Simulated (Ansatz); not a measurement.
**YTiGe: strain energy, fitted**

YTiGe, P4/nmm, a = 4.011 Å, c = 7.590 Å. The structure is a COD entry; whether it is the stable form wasn't checked. Ansatz: PBEsol, PAW, 420 eV, Γ-centred 10×10×6 mesh on 6 atoms, Gaussian smearing 0.10 eV; no spin polarisation. Series: uniaxial strain along c, with a, b and atoms relaxed; x is the strain in per cent. y is the free energy over the unstrained cell, V0 = 20.350 Å³/atom.

```tsv
x (%)	y (meV/atom)
-3.0	?
-2.0	3.79
-1.0	0.96
0.0	0.00
1.0	0.81
2.0	3.29
3.0	7.29
```

Fit y = c2 x² + c3 x³ to the other rows, turn c2 into a modulus, and predict the missing energy.

Least squares on the rows shown. y = 0.8905 x² − 0.02760 x³. In eV per unit strain² c2 is 8.905; this is Young's modulus along the axis (E = ½ Y V0 ε²): 2 × 8.905 × 160.2 / (20.350) = 140 GPa. The unstrained cell keeps some stress along the strain, worth a slope of -0.04 meV/atom per %, which the form leaves out. At x = -3.0 the fit asked for gives 8.76 meV/atom. The run gave 8.58 meV/atom, so the fit is 0.18 meV/atom too high, 2.1 % of the span of the series, against an rms of 0.04 meV/atom on the fitted rows. The row lies outside the fitted range. With a term in x⁴ added, a fit to the same known rows predicts 9.00 meV/atom, further off still.

Cost: 7 runs of about 17 core-minutes in all, on Arm Neoverse V2 (shared hosts).